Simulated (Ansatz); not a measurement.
C:
```yaml
crystal:
  lattice:
    - [2.44469, 0.00000, 0.00000]
    - [-1.22234, 2.11716, 0.00000]
    - [0.00000, 0.00000, 26.00000]
  atoms:
    - { symbol: C, position: [0.66667, 0.33333, 0.50000] }
    - { symbol: C, position: [0.33333, 0.66667, 0.50000] }
```
The layer is periodic in x and y and isolated along z.

Relaxed with LDA. Special points in fractions of this cell's reciprocal vectors: Γ (0.000, 0.000, 0.000); M (0.500, 0.000, 0.000); K (0.333, 0.333, 0.000).

### Question
List the band energies nearest the Fermi level at these points for DFT-LDA in the program Ansatz with PAW potentials.

### Answer
In eV from the Fermi level; about four levels below and three above (degenerate sets whole), none deeper than 8.9 eV; … stands for higher levels left out; points with the same levels are listed once.

```csv
k,below,above
Γ,-7.82 -3.02 -3.02,3.33 …
M,-6.49 -2.41,1.64 …
K,–,0.00 0.00 …
```

Space group P6/mmm (graphene). A layer that has been made, often on a substrate. It is flat by the symmetry kept. Symmetry was held in the LDA relaxation; whether a distortion lowers the energy is not shown. The Fermi level of a semimetal is unsure by some 0.05 eV on such meshes.

Potentials: the later of the program's two PAW sets.
